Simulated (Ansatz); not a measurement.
Data:

ZnSnN2:
```cif
data_N8Sn4Zn4
_chemical_formula_sum 'Zn4 Sn4 N8'
_space_group_name_H-M_alt 'Pna21'
_space_group_IT_number 33
_space_group_name_Hall 'P 2c -2n'
_cell_length_a 5.77838
_cell_length_b 6.64325
_cell_length_c 5.41585
_cell_angle_alpha 90.000
_cell_angle_beta 90.000
_cell_angle_gamma 90.000
loop_
_atom_site_label
_atom_site_type_symbol
_atom_site_symmetry_multiplicity
_atom_site_Wyckoff_symbol
_atom_site_fract_x
_atom_site_fract_y
_atom_site_fract_z
_atom_site_occupancy
Zn1 Zn 4 a 0.41715 0.12512 0.49922 1
Sn1 Sn 4 a 0.08910 0.12475 0.99941 1
N1 N 4 a 0.08408 0.12742 0.38003 1
N2 N 4 a 0.07796 0.62250 0.37133 1
```

This is the LDA-relaxed structure.

Task: All from the program Ansatz at the LDA level (PAW), unless another level is named. Estimate the formation energy from the elements (no fitted shifts).

Result: -0.17 eV/atom.

Task: Give the band gap.

Result: 0.26 eV (direct).

Task: What about the valence-band maximum?

Result: at Γ.

Space group Pna2_1. The cell was relaxed with LDA under the symmetry of its start. The references are the lowest solids computed at this level, not always the standard phases (solids in place of the gases). Spin–orbit coupling is left out wherever it is not named.

Potentials: the later of the program's two PAW sets.
